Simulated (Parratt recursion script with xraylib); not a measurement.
## X-ray reflectivity, Kiessig fringes on Si: a table of runs and one to predict

Model: specular X-ray reflectivity, Parratt recursion, Névot-Croce roughness, xraylib tables. Program: Parratt recursion script with xraylib 4.3.0.

Photon energy 8.048 keV (λ = 1.5406 Å), s polarisation. The grazing angle θ is scanned from 0.05° to 2° in 900 evenly spaced points, and the curve is smoothed with a Gaussian of 0.004° full width. A minimum is a scan point below both neighbours, placed by a parabola through ln R at the three points.

Each run is one film on Si (density 2.313 g/cm³, δ = 7.525 × 10⁻⁶, rms roughness 3.7 Å) under vacuum. The film surface has an rms roughness of 4.7 Å in all runs. The refractive index is n = 1 − δ + iβ. The table lists all minima between 0.65 and 1.05°.

| run | film | thickness d (Å) | density (g/cm³) | δ (10⁻⁶) | β (10⁻⁶) | minima at θ (°) |
|---|---|---|---|---|---|---|
| A | Hf | 300 | 12.913 | 30.55 | 2.449 | 0.741, 0.862, 0.991 |
| B | Hf | 300 | 10.65 | 25.20 | 2.020 | 0.717, 0.842, 0.973 |
| C | Hf | 240 | 12.913 | 30.55 | 2.449 | 0.712, 0.862, 1.024 |
| D | Hf | 300 | 9.319 | 22.05 | 1.767 | 0.702, 0.830, 0.962 |
| E | Ag | 300 | 10.052 | ? | ? | ? |

Densities are inputs, not measurements. They were set from computed cells of the Materials Project: Hf from entry mp-103 (P6₃/mmc, 13.313 g/cm³, taken at 70, 80 and 97 %); Si from entry mp-149 (Fd-3m, 2.313 g/cm³); Ag from entry mp-124 (Fm-3m, 10.363 g/cm³, taken at 97 %). A layer's crystal structure does not enter its constants, only its composition and density.

Q: How many minima does run E have between 0.65 and 1.05°, and where? Estimate its δ first.

A: Inside a film the fringe order is m = (2d/λ)(sin²θ − 2δ)^½, with the film's own δ. Where the film's δ lies above the substrate's, its two faces reflect with opposite signs, and minima are expected at whole m.

- Run A, δ above the substrate's: the minima give m = 4.01, 5.01, 6.01.
- Run B, δ above the substrate's: the minima give m = 4.01, 5.01, 6.01.
- Run C, δ above the substrate's: the minima give m = 3.01, 4.00, 5.01.
- Run D, δ above the substrate's: the minima give m = 4.01, 5.01, 6.01.

Counting Z electrons an atom, δ = re λ² ρe/2π with re = 2.8179 × 10⁻⁵ Å and ρe = NA × density × ΣZ/ΣA. Check on run A, Hf: ΣZ = 72, ΣA = 178.5, ρe = 0.60221 × 12.913 × 72/178.5 = 3.137 Å⁻³, δ = 33.39 × 10⁻⁶, against 30.55 × 10⁻⁶ in the table. For the withheld run, Ag: ΣZ = 47, ΣA = 107.88, ρe = 0.60221 × 10.052 × 47/107.88 = 2.637 Å⁻³, δ = 28.07 × 10⁻⁶; the run used 28.13 × 10⁻⁶, from tables that count Z + f′ electrons. In run E the film's δ lies above the substrate's, so take whole m. The window runs from m = 3.32 to 6.51 and holds m = 4, 5, 6. Then sin²θ = 2δ + (mλ/2d)² gives θ = 0.728, 0.852, 0.982°.

The run has 3 minima, at 0.730, 0.853, 0.983°. The largest distance from one of them to an estimated minimum is 0.002°, against a mean spacing of 0.127°.
